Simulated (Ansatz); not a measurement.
Input file for Ansatz (a quantum-chemistry and plane-wave program):

Ansatz 0.2 input:
```yaml
crystal:
  lattice:
    - [0.0, 2.9378929665, 2.9378929665]
    - [2.9378929665, 0.0, 2.9378929665]
    - [2.9378929665, 2.9378929665, 0.0]
  atoms:
    - { symbol: Hg, position: [0.0, 0.0, 0.0] }
    - { symbol: S, position: [0.75, 0.75, 0.75] }
kpoints:
  mp_grid: { grid: [12, 12, 12] }
basis: { xc_grid: 2 }
hamiltonian:
  xc: pbesol
  pseudopotentials: { kind: paw }
scf:
  occupations: { method: gaussian, width: 0.05 }
checkpoint: { read: metal.run }
output: { write_density: true, elf: true, volumetric_format: npy }
```

Output (shortened):

```
Pseudopotentials: kind: paw
Pseudopotential: Hg, paw, valence charge 20
Pseudopotential: S, paw, valence charge 6
Functional definition: PBEsol
Crystal: 2 atoms, lattice volume = 50.715 Å³
Basis set: ecut = 420 eV, 965 PW (Γ), exchange–correlation on 60×60×60 points (8 copies of the dense FFT grid, shifted against one another)
Bands: 21, of which v1, the nominal top of the filled ones, is band 13 counted from 1 (12 counted from 0)
Symmetry: 24 space group operations
Space group: F-43m (ITA 216), of the structure as read, at distance tolerance 3.7e-5 Å
k-points: 72 of 1728 (time reversal used)
PAW frozen core: Hg, regenerated for the run's functional, and the local potential with it
PAW frozen core: S, regenerated for the run's functional, and the local potential with it
Initial density: read from a saved state, or passed on in memory by an earlier SCF of this step, an earlier step, the calling program or the single point that …
Stability of the state it starts from, as read at its close in the unpolarized treatment …
Initial wavefunctions: pseudopotential atomic-orbital guess
Eigensolver: davidson
Functional: x = pbesol(κ = 0.804, μ = 0.12345679012345678), c = pbesol(β = 0.046)
iter 1 solved again at ethr=9.03e-8 eV; its pass at ethr=3.10e-3 eV (dr2=2.35e-5 eV) is discarded
SCF iter   1: F=—  HF=-14553.277244 eV  |F-HF|=—  |Δ(HF+E_count)|=         —  Δρ=2.85e-7  dr2=6.77e-11  ethr=9.03e-8  ⟨swp⟩=3.0  Hψ=11602  notcnv=0
all-band conjugate gradients solve this SCF's bands
preconditioner: auto → none
SCF iter   2: F=-14553.277244 eV  HF=-14553.277244 eV  |F-HF|=1.82e-11  |Δ(HF+E_count)|=   6.27e-9  Δρ=2.47e-7  dr2=4.96e-11  ethr=1.00e-12  ⟨swp⟩=6.0  Hψ=5387  notcnv=0
SCF 1 converged in 2 iterations: F = -14553.277244 eV  dr2 = 4.96e-11
SCF converged after 2 iterations
Free energy (F): -14553.277244 eV
Harris-Foulkes:  -14553.277244 eV  (|F-HF|=1.82e-11)
Internal energy: -14553.277190 eV  (E = F + TS)
E sigma→0 (E₀):  -14553.277217 eV
Entropy (-TS):   -0.000055 eV (-0.027 meV/atom)
Fermi energy:    8.034978 eV
--- Per-component energies (eV) ---
  E_band       = -500.591284
  E_kinetic    = 708.770839
  E_local      = -3448.625662  (includes V_loc(G=0)·N_el)
  E_nonlocal   = 105.499970
  E_hartree    = 1464.255238
  E_xc         = -313.974311
  E_vxc        = -347.646566  (∫ρ·V_xc dr)
  E_paw        = -10384.310443  (= ΣΔE_a)
  E_vpaw       = -447.101377  (= ΣTr[D̂ρ^β])
  E_aug_tail   = 0.000914  (compensation charges beyond the density's cutoff)
  E_ewald      = -2685.284334
  E_core_change = 0.390601  (= ΣΔE_core)
  E_smearing   = -0.000055  (= −TS)
  E_closure    = 0.000000  (closes the sum)
  Σ components = -14553.277244   (vs F -14553.277244, Δ=0.00e0)
  [band-id]    e_kinetic+e_local+e_nonlocal+2·e_hartree+e_vxc+e_vpaw+e_augmentation_tail = -500.591406   (vs E_band -500.591284, Δ=-1.22e-4)
--- Band table (eV; the first three rows and the last of 72) ---
  k-point 0: bands = ["-106.2269", "-54.6429", "-54.6429", "-54.6429", "-5.1847", "0.9703", "0.9703", "0.9703", "1.8661", "1.8661", "7.4507", "8.0163", "8.0163", "8.0163", "13.9369", "13.9369", "13.9369", "17.7092", "19.3975", "19.3975", "20.8789"]
  k-point 1: bands = ["-106.2269", "-54.6430", "-54.6429", "-54.6429", "-5.1501", "0.9796", "0.9871", "0.9871", "1.8645", "1.8645", "6.8912", "7.9467", "7.9467", "8.4676", "13.7022", "14.0337", "14.0337", "18.2264", "19.0318", "19.0318", "20.4192"]
  k-point 2: bands = ["-106.2269", "-54.6431", "-54.6429", "-54.6429", "-5.0544", "1.0228", "1.0316", "1.0316", "1.8634", "1.8634", "6.0194", "7.7620", "7.7620", "8.9911", "13.4075", "14.2705", "14.2705", "18.5832", "18.5832", "18.7885", "20.5272"]
  k-point 71: bands = ["-106.2269", "-54.6435", "-54.6434", "-54.6432", "-4.4621", "1.3024", "1.4489", "1.7392", "1.8042", "2.6262", "2.8769", "5.2108", "5.6997", "11.7681", "13.2038", "14.6359", "15.7255", "18.4746", "20.4789", "20.5027", "20.7075"]
  band table: 21 of 21 bands, residual norms ≤ 1.0e-3 eV
```

Cost: about 5 core-seconds (a rough figure) on shared cores.

Symmetry was held in the PBEsol relaxation. Scalar-relativistic: spin–orbit coupling is off unless named, which matters more the heavier the elements.

Potentials: the later of the program's two PAW sets.

Ansatz is a plane-wave DFT program.
